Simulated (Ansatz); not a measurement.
Computed properties of Ta2InC

Ta2InC:
```
Ta2InC
1.0
    3.13686     0.00000     0.00000
   -1.56843     2.71660     0.00000
    0.00000     0.00000    14.34077
Ta In C
4 2 2
Cartesian
  1.56843   0.90553   8.36381
  0.00000   1.81107   5.97697
  0.00000   1.81107   1.19342
  1.56843   0.90553  13.14735
  1.56843   0.90553   3.58519
  0.00000   1.81107  10.75558
  0.00000   0.00000   7.17039
  0.00000   0.00000   0.00000
```

Space group P6_3/mmc (No. 194); conventional cell a = 3.137 Å, b = 3.137 Å, c = 14.341 Å, α = 90.00°, β = 90.00°, γ = 120.00°.

Method: PBEsol in the plane-wave PAW code Ansatz. Structure relaxed to zero pressure with the same functional. Other levels are named where they apply.

**Cell and energy**

- Volume per atom: 15.28 Å³
- Density: 13.28 g/cm³
- Formation energy from the elements (no fitted shifts): -462 meV/atom

**Electronic structure**

- Electronic character = metallic (no gap)
- Density of states at the Fermi level = 0.40 states/eV per atom (mean over ±0.08 eV)
- Gap with spin–orbit coupling = none (metallic)

**Mechanics**

- Bulk modulus (Birch–Murnaghan fit) = 190 GPa
- Pressure derivative B′ = 4.8
- Elastic constants (relaxed ions, GPa) = C11 = 330, C12 = 97.6, C13 = 135, C33 = 311, C44 = 122
- Mechanical stability = stable (all eigenvalues of C positive)
- Hill bulk and shear moduli = 189 and 111 GPa
- Young's modulus = 279 GPa
- Poisson's ratio = 0.25
- Debye temperature from the elastic constants = 385 K

**Phonons**

Highest zone-centre frequency: 680 cm^-1
Zone-centre stability: no imaginary mode at Γ

The first step of the workflow began from a Materials Project structure, measured or hypothetical; the Crystallography Open Database copy checked does not list it. Whether it is the stable phase at ambient conditions was not checked. The cell was relaxed with PBEsol under the symmetry of its start. No spin polarisation was allowed. As this level gives no gap, shear constants depend on the k-mesh and smearing (Fermi–Dirac, 0.1 eV here). As this level gives no gap, phonon frequencies hold no LO–TO term and depend on the k-mesh and smearing (Fermi–Dirac, 0.1 eV here). The references are the lowest solids computed at this level, not always the standard phases. Spin–orbit coupling is left out wherever it is not named.

Potentials: the later of the program's two PAW sets.
